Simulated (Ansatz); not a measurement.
InGa$_{3}$Sb$_{3}$As in space group Pmm2 (No. 25; Pearson symbol oP8) at seven volumes, plane-wave PAW PBEsol (Ansatz code), shape and atoms relaxed at each. One row is withheld.

```json
[
 {"V (Å³/atom)": "25.893", "P (GPa)": "6.14"},
 {"V (Å³/atom)": "26.746", "P (GPa)": "3.74"},
 {"V (Å³/atom)": "27.600", "P (GPa)": "1.71"},
 {"V (Å³/atom)": "28.454", "P (GPa)": "0.00"},
 {"V (Å³/atom)": "29.307", "P (GPa)": "?"},
 {"V (Å³/atom)": "30.161", "P (GPa)": "-2.65"},
 {"V (Å³/atom)": "31.014", "P (GPa)": "-3.66"}
]
```

**Question.** Fit the shown pressures and predict the withheld one.

**Answer.** Third-order Birch–Murnaghan: P = (3/2)B₀(x^(7/2) − x^(5/2))[1 + (3/4)(B′ − 4)(x − 1)] with x = (V₀/V)^(2/3). Least squares on the six rows gives V₀ = 28.455 Å³/atom, B₀ = 52.09 GPa, B′ = 4.71. At V = 29.307, x = 0.9805 and P = -1.43 GPa. The run itself gave -1.44 GPa.

The start of the workflow was typed in or built on a structure type; neither database checked (COD, Materials Project) lists it. Its standing as an ambient phase is unchecked. The PBEsol relaxation kept the symmetry of its start; whether a distortion lowers the energy is not shown. Scalar-relativistic: spin–orbit coupling is off unless named, which matters more the heavier the elements.

Potentials: the earlier of the program's two PAW sets. The files were generated under PBE; for other functionals the program regenerates the frozen cores, and for LDA and PBEsol the local potential too.
